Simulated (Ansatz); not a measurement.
LaGePt:
```cif
data_Ge2La2Pt2
_chemical_formula_sum 'La2 Ge2 Pt2'
_space_group_name_H-M_alt 'P 1'
_space_group_IT_number 1
_cell_length_a 8.10887
_cell_length_b 8.10887
_cell_length_c 8.10887
_cell_angle_alpha 149.327
_cell_angle_beta 149.327
_cell_angle_gamma 43.930
loop_
_space_group_symop_operation_xyz
  'x, y, z'
loop_
_atom_site_label
_atom_site_type_symbol
_atom_site_fract_x
_atom_site_fract_y
_atom_site_fract_z
_atom_site_occupancy
La1 La 0.74969 0.24969 0.50000 1
La2 La 0.99969 0.99969 0.00000 1
Ge1 Ge 0.16904 0.66904 0.50000 1
Ge2 Ge 0.41904 0.41904 0.00000 1
Pt1 Pt 0.33526 0.83526 0.50000 1
Pt2 Pt 0.58526 0.58526 0.00000 1
```

Relaxed with r²SCAN.

Q: Which orbitals make up the states near the Fermi level in DFT-r²SCAN in the program Ansatz with PAW potentials?

A: Within 0.5 eV of the Fermi level: La 5d 38 %, Ge 4p 32 %, Pt 5d 15 %, La 4f 6 %. Projections are on Löwdin-orthogonalised atomic valence shells; empty p or d shells of many metals are not among them.

Q: Tabulate the density of states.

A: States/eV per cell of 6 atoms, in 0.25 eV bins, energy from the Fermi level.

| E (eV) | total | Pt 5d | La 4f | La 5d |
|---|---|---|---|---|
| -7.85 | 0.00 | 0.00 | 0.00 | 0.00 |
| -7.60 | 0.00 | 0.00 | 0.00 | 0.00 |
| -7.35 | 0.00 | 0.00 | 0.00 | 0.00 |
| -7.10 | 0.00 | 0.00 | 0.00 | 0.00 |
| -6.85 | 0.00 | 0.00 | 0.00 | 0.00 |
| -6.60 | 0.00 | 0.00 | 0.00 | 0.00 |
| -6.35 | 0.00 | 0.00 | 0.00 | 0.00 |
| -6.10 | 0.00 | 0.00 | 0.00 | 0.00 |
| -5.85 | 0.00 | 0.00 | 0.00 | 0.00 |
| -5.60 | 1.38 | 0.33 | 0.01 | 0.14 |
| -5.35 | 6.12 | 1.49 | 0.03 | 0.76 |
| -5.10 | 1.65 | 0.77 | 0.01 | 0.15 |
| -4.85 | 3.48 | 1.85 | 0.02 | 0.23 |
| -4.60 | 7.36 | 4.84 | 0.04 | 0.45 |
| -4.35 | 7.15 | 4.59 | 0.03 | 0.50 |
| -4.10 | 5.80 | 3.77 | 0.02 | 0.41 |
| -3.85 | 10.47 | 7.55 | 0.06 | 0.85 |
| -3.60 | 10.97 | 8.82 | 0.07 | 0.76 |
| -3.35 | 16.93 | 14.87 | 0.14 | 0.94 |
| -3.10 | 6.32 | 5.29 | 0.05 | 0.38 |
| -2.85 | 6.74 | 5.17 | 0.07 | 0.48 |
| -2.60 | 4.36 | 2.82 | 0.05 | 0.44 |
| -2.35 | 3.52 | 1.70 | 0.05 | 0.51 |
| -2.10 | 1.48 | 0.54 | 0.03 | 0.27 |
| -1.85 | 0.94 | 0.28 | 0.03 | 0.21 |
| -1.60 | 1.37 | 0.26 | 0.02 | 0.33 |
| -1.35 | 4.01 | 0.91 | 0.07 | 0.83 |
| -1.10 | 3.85 | 0.88 | 0.09 | 0.85 |
| -0.85 | 5.89 | 1.22 | 0.15 | 1.60 |
| -0.60 | 3.96 | 0.79 | 0.16 | 1.05 |
| -0.35 | 3.41 | 0.66 | 0.16 | 1.00 |
| -0.10 | 3.20 | 0.57 | 0.18 | 1.00 |
| 0.15 | 3.63 | 0.51 | 0.21 | 1.47 |
| 0.40 | 4.50 | 0.51 | 0.31 | 2.21 |
| 0.65 | 3.14 | 0.31 | 0.27 | 1.67 |
| 0.90 | 3.74 | 0.38 | 0.41 | 2.07 |
| 1.15 | 3.89 | 0.34 | 0.53 | 2.40 |
| 1.40 | 2.55 | 0.17 | 0.59 | 1.43 |
| 1.65 | 2.15 | 0.11 | 0.75 | 1.01 |
| 1.90 | 1.74 | 0.09 | 1.07 | 0.38 |
| 2.15 | 10.89 | 0.40 | 8.13 | 1.69 |
| 2.40 | 48.08 | 0.66 | 44.67 | 1.95 |

Space group I4_1md. The first step of the workflow began from a Materials Project structure, measured or hypothetical; the Crystallography Open Database copy checked does not list it. With Ge and Pt taken as one species the cell has the higher symmetry I4_1/amd, so it may be an ordered model of a mixed-site phase. Its standing as an ambient phase is unchecked. Symmetry was held in the r²SCAN relaxation; its stability against distortions is not shown here. The run is not spin-polarised. Spin–orbit coupling is left out wherever it is not named.

Potentials: the later of the program's two PAW sets.
